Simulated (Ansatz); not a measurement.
From the elastic tensor of Cu at 15 GPa (stress–strain coefficients) to moduli and sound speeds

These are results of DFT PBEsol, scalar-relativistic, plane waves, PAW in Ansatz, not measurements. Plane waves to 420 eV; Γ-centred k mesh 18×18×10; Fermi-Dirac smearing of 0.15 eV. No spin polarisation.

Symmetry: P6_3/mmc, No. 194, hexagonal system. The conventional cell has a = 2.456 Å, b = 2.456 Å, c = 4.026 Å, α = 90.00°, β = 90.00°, γ = 120.00°. Cu (site symmetry -6m2) has 12 Cu at 2.46 Å as nearest neighbours.

In a metal, frequencies and elastic constants depend on the k mesh and the smearing, soft modes and shear constants most. Other phases may be more stable at this pressure.

Relaxed-ion constants (GPa, on the Cartesian axes of the calculation):
```
347.2 216.3 151.5   0.0   0.0   0.0
216.3 347.2 151.5   0.0   0.0   0.0
151.4 151.4 409.0   0.0   0.0   0.0
  0.0   0.0   0.0  60.4   0.0   0.0
  0.0   0.0   0.0   0.0  60.4   0.0
  0.0   0.0   0.0   0.0   0.0  65.5
```

Density 10.036 g/cm³; 2 atoms in 21.03 Å³.

The values that follow are for a polycrystal of randomly turned grains, by Hill's mean where one number stands.

With S = C⁻¹: B_V = (C11+C22+C33+2(C12+C13+C23))/9, G_V = (C11+C22+C33−C12−C13−C23+3(C44+C55+C66))/15, 1/B_R = S11+S22+S33+2(S12+S13+S23), 15/G_R = 4(S11+S22+S33−S12−S13−S23)+3(S44+S55+S66); Hill is their mean. Then v_l = √((B+4G/3)/ρ), v_t = √(G/ρ), v_m = [(2/v_t³+1/v_l³)/3]^(−1/3) and Θ = (ħ/k_B)·v_m·(6π²n/V)^(1/3) for n atoms in the volume V; E = 9BG/(3B+G), ν = (3B−2G)/(2(3B+G)) and A^U = 5G_V/G_R + B_V/B_R − 6.

* Bulk modulus, Voigt / Reuss / Hill: 238.0 / 238.0 / 238.0 GPa
* Shear modulus, Voigt / Reuss / Hill: 76.2 / 70.0 / 73.1 GPa
* Young's modulus: 199 GPa
* Poisson ratio: 0.361
* Pugh ratio B/G: 3.26
* Universal anisotropy index: 0.44
* Longitudinal and transverse sound speeds: 5781 and 2699 m/s
* Debye temperature from the mean sound speed: 413 K

This form isn't the element's structure at ambient conditions.

Cost: 1 run of about 11 core-minutes, on Arm Neoverse V1 (shared hosts).